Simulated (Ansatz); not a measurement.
**Ta2H3: relaxed-ion elastic tensor**

The calculation used DFT PBE, scalar-relativistic, plane waves, PAW (Ansatz). Plane waves to 420 eV; Γ-centred k mesh 16×16×8; Fermi-Dirac smearing of 0.15 eV. No spin polarisation.

The cell, relaxed at this level:
```yaml
crystal:
  lattice:
    - [2.70779, -1.50641, 0.01519]
    - [2.70779, 1.50641, 0.01519]
    - [-0.07295, 0.00000, 5.35205]
  atoms:
    - { symbol: Ta, position: [0.66664, 0.66664, 0.26679] }
    - { symbol: Ta, position: [0.33336, 0.33336, 0.73321] }
    - { symbol: H, position: [0.00000, 0.00000, 0.50000] }
    - { symbol: H, position: [0.66267, 0.66267, 0.89213] }
    - { symbol: H, position: [0.33733, 0.33733, 0.10787] }
```

It was reached by relaxing an invented guess, and it needn't be the stable form of this composition. In a metal, frequencies and elastic constants depend on the k mesh and the smearing, soft modes and shear constants most. Spin–orbit coupling is left out, which matters for heavy elements.

(1) Give the relaxed-ion elastic constants (GPa, Voigt order xx yy zz yz xz xy, on the Cartesian axes of the cell above).

(2) Is the crystal stable against homogeneous strain?

Answers

(1)
```
249.7 227.8 143.5   0.0  13.2   0.0
227.9 253.6 147.6   0.0 -13.3   0.0
143.5 147.6 293.8   0.0   0.9   0.0
  0.0   0.0   0.0  61.9   0.0 -16.9
 13.2 -13.2   0.9   0.0  72.9   0.0
  0.0   0.0   0.0 -16.9   0.0   0.5
```

(2) Too close to call: the least eigenvalue is -3.8 GPa, within what the k mesh leaves open in a metal.
